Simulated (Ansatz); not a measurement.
# LaTeCl, first-principles data

LaTeCl:
```
CELL_PARAMETERS angstrom
      4.43973     0.00000     0.00000
      0.00000     4.43973     0.00000
      0.00000     0.00000     8.12276
ATOMIC_POSITIONS crystal
  La 0.00000 0.50000 0.76064
  La 0.50000 0.00000 0.23936
  Te 0.00000 0.50000 0.36154
  Te 0.50000 0.00000 0.63846
  Cl 0.00000 0.00000 0.00000
  Cl 0.50000 0.50000 0.00000
```

Space group P4/nmm (No. 129); conventional cell a = 4.4397 Å, b = 4.4397 Å, c = 8.1228 Å, α = 90.00°, β = 90.00°, γ = 90.00°.

Method: plane-wave PAW LDA (Ansatz code). Geometry: relaxed at this level of theory. Other levels are named where they apply.

### Cell and energy

```json
{
 "volume_per_atom": "26.68 Å³",
 "density": "6.26 g/cm³",
 "Formation energy from the elements (no fitted shifts)": "-2.03 eV/atom"
}
```

### Electronic structure

```json
{
 "band_gap": "0.36 eV (direct)",
 "valence_band_maximum": "at Γ",
 "conduction_band_minimum": "at Γ",
 "electron_effective_mass": "0.32, 0.32, 0.84 mₑ (principal values)",
 "hole_effective_mass": "0.27, 1.4, 1.4 mₑ (principal values)"
}
```

### Mechanics

```json
{
  "Bulk modulus (Birch–Murnaghan fit)": "67.5 GPa",
  "Pressure derivative B′": "4.2",
  "Elastic constants (relaxed ions, GPa)": "C11 = 102, C12 = 54.0, C13 = 45.7, C33 = 115, C44 = 30.5, C66 = 50.0",
  "mechanical_stability": "stable (all eigenvalues of C positive)",
  "hill_bulk_and_shear_moduli": "67.8 and 32.8 GPa",
  "Young's modulus": "84.8 GPa",
  "Poisson's ratio": "0.29",
  "debye_temperature_from_the_elastic_constants": "254 K"
}
```

### Dielectric response

```json
{
 "Electronic dielectric constant ε∞ (DFPT)": "9.60 (xx = yy), 7.94 (zz)",
 "Static dielectric constant ε0 (ions relaxed, cell fixed)": "18.7 (xx = yy), 14.3 (zz)",
 "Born charges (a third of the trace)": "La +4.16, Te -2.44, Cl -1.73 e"
}
```

### Phonons

```json
{
 "Highest zone-centre frequency (without LO–TO term)": "243 cm^-1",
 "zone_centre_stability": "no imaginary mode at Γ"
}
```

The first step of the workflow began from a Materials Project structure, measured or hypothetical; the Crystallography Open Database copy checked does not list it. Its standing as an ambient phase is unchecked. The cell was relaxed with LDA under the symmetry of its start. The references are the lowest solids computed at this level, not always the standard phases (solids in place of the gases). Spin–orbit coupling is left out wherever it is not named.

Potentials: the later of the program's two PAW sets.
